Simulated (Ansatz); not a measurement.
SnGeO₃:
```cif
data_GeO3Sn
_chemical_formula_sum 'Ge1 Sn1 O3'
_space_group_name_H-M_alt 'P4mm'
_space_group_IT_number 99
_space_group_name_Hall 'P 4 -2'
_cell_length_a 3.63213
_cell_length_b 3.63213
_cell_length_c 4.66692
_cell_angle_alpha 90.000
_cell_angle_beta 90.000
_cell_angle_gamma 90.000
loop_
_atom_site_label
_atom_site_type_symbol
_atom_site_symmetry_multiplicity
_atom_site_Wyckoff_symbol
_atom_site_fract_x
_atom_site_fract_y
_atom_site_fract_z
_atom_site_occupancy
Ge1 Ge 1 b 0.50000 0.50000 0.49382 1
Sn1 Sn 1 a 0.00000 0.00000 0.02629 1
O1 O 1 b 0.50000 0.50000 0.86767 1
O2 O 2 c 0.00000 0.50000 0.35911 1
```

This is the PBEsol-relaxed structure.

Task: All from PBEsol in the plane-wave PAW code Ansatz, unless another level is named. Predict the electronic character.

Result: metallic (no gap).

Task: Give the density of states at the Fermi level.

Result: 0.11 states/eV per atom (mean over ±0.08 eV).

Task: Predict the formation energy from the elements (no fitted shifts).

Result: -1.37 eV/atom.

Task: What about the gap with spin–orbit coupling?

Result: none (metallic).

The cell is a constructed one: a structure type filled with these elements; neither database checked (COD, Materials Project) lists it. Whether it is the stable phase at ambient conditions was not checked. The PBEsol relaxation kept the symmetry of its start; whether a distortion lowers the energy is not shown. The references are the lowest solids computed at this level, not always the standard phases (solids in place of the gases). Scalar-relativistic: spin–orbit coupling is off unless named, which matters more the heavier the elements.

Potentials: the later of the program's two PAW sets.
